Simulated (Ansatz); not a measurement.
## Property card for Ga

Ga:
```
Ga
1.0
    3.82686    -2.28481     0.00000
    3.82686     2.28481     0.00000
    0.00000     0.00000     4.54366
Ga
4
Cartesian
  5.06747  -1.49637   1.13591
  2.58625   1.49637   3.40774
  5.06747   1.49637   3.40774
  2.58625  -1.49637   1.13591
```

Space group Cmcm (No. 63); conventional cell a = 7.6537 Å, b = 4.5696 Å, c = 4.5437 Å, α = β = γ = 90.00°.

Method: plane-wave PAW PBEsol (Ansatz code). Geometry: relaxed at this level of theory. Other levels are named where they apply.

Cell and energy:

```
Item                  Value
---------------  ----------
Volume per atom    19.86 Å³
Density          5.83 g/cm³
```

Electronic structure:

```
Item                                                                         Value
------------------------------------  --------------------------------------------
Electronic character                                             metallic (no gap)
Density of states at the Fermi level  0.16 states/eV per atom (mean over ±0.08 eV)
Gap with spin–orbit coupling                                       none (metallic)
```

Mechanics:

```
Item                                  Result
----------------------------------  --------
Bulk modulus (Birch–Murnaghan fit)  51.1 GPa
Pressure derivative B′                   4.9
```

Phonons:

```
Quantity                                       Result
-----------------------------  ----------------------
Highest zone-centre frequency                243 cm⁻¹
Zone-centre stability          no imaginary mode at Γ
```

The first step of the workflow began from a Materials Project structure, measured or hypothetical; the Crystallography Open Database files this formula in space group No. 63, but the cells were not matched. It is not the phase usual at ambient conditions (space group No. 64). The PBEsol relaxation kept the symmetry of its start. As this level gives no gap, phonon frequencies hold no LO–TO term and depend on the k-mesh and smearing (Fermi–Dirac, 0.1 eV here). Axis ratios of metals converge slowly with the k-mesh, so a and c are less sure than the volume. Scalar-relativistic: spin–orbit coupling is off unless named, which matters more the heavier the elements.

Potentials: the later of the program's two PAW sets.
